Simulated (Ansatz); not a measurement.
# Sc: pressure against volume, fitted

```xyz
1
Lattice="0.0000 2.2705 2.2705 2.2705 0.0000 2.2705 2.2705 2.2705 0.0000" Properties=species:S:1:pos:R:3 pbc="T T T"
Sc    0.0000    0.0000    0.0000
```

The cell is COD entry 9008483, as deposited and not checked against the literature; nothing was relaxed.

Spin polarisation is left out, and whether a magnetic state lies lower isn't shown here.

These are results of Ansatz 0.2.0, DFT, PBEsol, all-electron LAPW, scalar-relativistic, not measurements.

Numerical set-up: a Γ-centred 12×12×12 k mesh, Fermi–Dirac smearing of 0.03 eV, basis error target 0.25 meV/atom, no spin polarisation.

The cell is scaled evenly. Fractional coordinates are held (clamped ions).

```
V (Å³/atom)  P (GPa)
     22.473     2.86
     22.941     1.62
     23.176     1.04
     23.410     0.47
     23.644    -0.07
     23.878    -0.60
     24.346    -1.60
     24.814    -2.52
```

Q: Fit a third-order Birch–Murnaghan curve to the pressures.

A: P = (3B0/2)(y^(7/2) − y^(5/2))[1 + (3/4)(B0′ − 4)(y − 1)] with y = (V0/V)^(2/3) fits within 0.01 GPa for V0 = 23.612 Å³/atom, B0 = 54.3 GPa and B0′ = 2.65.

Q: Predict the pressure at the withheld volume, 22.005 Å³/atom.

A: There y = 1.0481, so the fit gives 4.19 GPa; the run gave 4.20 GPa.
